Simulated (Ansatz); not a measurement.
Starting cell, TiO₂ (rutile):

```
CELL_PARAMETERS angstrom
      4.64353     0.00000     0.00000
      0.00000     4.64353     0.00000
      0.00000     0.00000     2.96370
ATOMIC_POSITIONS crystal
  Ti 0.00000 0.00000 0.00000
  Ti 0.50000 0.50000 0.50000
  O  0.30512 0.30512 0.00000
  O  0.80512 0.19488 0.50000
  O  0.19488 0.80512 0.50000
  O  0.69488 0.69488 0.00000
```

In this cell atom 1 (Ti, nearest neighbour O at 1.958 Å; its periodic images, 3.0 Å or more away, move with it) is moved by s along Cartesian [110], unit vector (0.707, 0.707, 0.000); all other atoms and the cell stay fixed.

These are PBE (plane waves to 420 eV, PAW, scalar-relativistic; Ansatz, an electronic-structure program) values and carry that method's errors. k mesh 6×6×9 (Γ-centred), Fermi-Dirac smearing 0.05 eV. The energy includes the smearing's −TS. The PAW data are Ansatz's earlier set. TiO2 is run without spin polarisation. TiO2 was relaxed with its symmetry unable to fall. The zero of ΔE is the undisplaced structure.

| s (Å) | ΔE (meV/cell) |
|---|---|
| -0.200 | 223.8 |
| -0.160 | 133.7 |
| -0.120 | 71.1 |
| -0.080 | withheld |
| -0.040 | 7.4 |
| 0.000 | 0.0 |
| 0.040 | 7.4 |
| 0.080 | withheld |
| 0.120 | 71.1 |
| 0.160 | 133.7 |
| 0.200 | 223.8 |

Question: Fit an even polynomial form (powers 2, 4) to the given rows and predict ΔE at s = -0.080.

Answer: Least squares on the 9 given rows: ΔE = (4565)·s² + (25750)·s⁴, in meV/cell with s in Å; root-mean-square residual 0.03 meV/cell. At -0.080 the fit gives 30.3 meV/cell; the calculation gives 30.2 meV/cell, so the interpolation is off by 0.1 (+0.3 %). The quadratic term alone would give 29.2 meV/cell.

(For displaced atoms, the force is minus the slope of the energy, and its curvature is a force constant, which sets phonon frequencies.)
